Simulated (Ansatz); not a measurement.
## MgVFeP₄O₁₄: ⁵⁷Fe Mössbauer parameters

Cell: a Materials Project structure (computed, not necessarily an observed phase), ions relaxed with PBE at fixed cell.

```
Mg V Fe P O
1.0
     5.06353    0.00000    0.00000
    -1.95548    6.77672    0.00000
    -0.02511   -0.03680    8.15938
Mg V Fe P O
1 1 1 4 14
Cartesian
  1.3666 0.4184 2.4704
  3.5452 1.9076 4.1409
  -0.4401 4.7763 7.9337
  2.1336 3.3008 6.5749
  2.0641 6.0551 1.9941
  0.9998 0.6791 5.8562
  0.9606 3.4188 2.5141
  4.6334 1.1639 5.5183
  4.4016 0.4510 2.9507
  3.2057 3.5154 7.6379
  2.7170 3.2937 5.1516
  2.0716 2.3225 2.5770
  1.9081 0.6188 4.5713
  1.6340 1.7711 6.8530
  1.6769 4.8131 2.9595
  0.8208 6.4158 1.1952
  0.9537 4.2537 6.6631
  0.4337 3.5760 1.1065
  -0.1393 3.1633 3.5507
  -0.9944 6.1750 6.6522
  -1.6774 5.7742 1.2906
```

Atoms are numbered from 1 in the order listed; like atoms form one site, named after its first atom.

All values are calculated (Ansatz; DFT, PBE, plane waves and PAW, scalar-relativistic, collinear spin, 420 eV cutoff, Γ-centred 4×3×3 k-points, Fermi–Dirac smearing 0.02 eV), not measured. Start moments as typed (μB): 1 on each V, -4 on each Fe, none on the rest.

Isomer shifts (against α-Fe) follow from the electron density at the nucleus, δ = α(ρ − ρ₀), with α = -0.366 mm s⁻¹ a₀³ and ρ₀ = 14904.00 a₀⁻³ from a line fitted to 10 measured compounds at this level of theory (rms miss 0.11 mm/s). ΔE_Q = ½eQV_zz(1 + η²/3)^½ with Q = 0.160 b for the 14.4 keV state. B_c is the Fermi-contact field along the atom's own moment; orbital and dipolar fields are not included.

**Question.** Give the isomer shift and quadrupole splitting and contact field of each Fe site.

**Answer.** 

```json
{"site": "Fe", "atoms": "3", "first shell": "5 O at 1.92–2.19 Å; also 1 O at 2.47 Å", "ρ − ρ₀ (a₀⁻³)": "-2.28", "δ (mm/s)": "0.83", "ΔE_Q (mm/s)": "0.46", "η": "0.47", "|m| (μB)": "3.67", "B_c (T)": "-33.4"}
```



The run finds no gap above 0.1 eV (a metal, or nearly one), so the gradients can move by 10 % or more with the k-mesh. Semilocal functionals can leave a metal where correlation in the d or f shell opens a gap in the real compound, and that would change the values at and beside Fe and V. With these PAW files V_zz is typically within 2 to 3 % of all-electron values, but misses above 10 % occur on Fe. The magnetic order is the one that the run reached from its start moments, not necessarily the measured one. Semilocal functionals underestimate the core's spin polarisation, so contact fields of ionic iron come out too small in magnitude.
